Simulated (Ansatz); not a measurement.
A distorted cell of SrVO3 (cubic perovskite):

```xyz
5
Lattice="3.9647 0.0000 0.0000 0.0000 3.9647 0.0000 0.0000 0.0000 3.9647" Properties=species:S:1:pos:R:3 pbc="T T T"
Sr     0.0000     0.0000     0.0000
V      1.9823     1.9823     1.9823
O      0.0000     1.9823     1.9823
O      1.9823     1.9823     0.0000
O      1.9823     0.0000     1.9823
```

Level of theory: r2SCAN (plane waves to 500 eV, PAW, scalar-relativistic; Ansatz, a program for electronic structure). k mesh 12×12×12 (Γ-centred), Fermi-Dirac smearing 0.05 eV. E stands for the smeared free energy. Stress and pressure are positive under compression. The magnetic moment jumps within the scan, so the points may not all belong to one state, and nothing is fitted. Relaxed SrVO3 ends ferromagnetic. SrVO3 is run spin-polarised and with no Hubbard U. SrVO3 was relaxed with its symmetry unable to fall. The magnetic order is the one the run started from; other orders were not tried.

**Question.** What is the stress tensor (GPa)?

**Answer.** 
```
  -15.2      0.0      0.0
    0.0    -15.2      0.0
    0.0      0.0    -15.2
```
The pressure, a third of the trace, is -15.2 GPa.

**Question.** It is the relaxed cell scaled evenly to V/V₀ = 1.100, atoms relaxed where free. What is its energy relative to the relaxed cell?

**Answer.** 59 meV/atom.

(Under strain, the slope of the energy per volume gives the stress and its curvature an elastic modulus.)
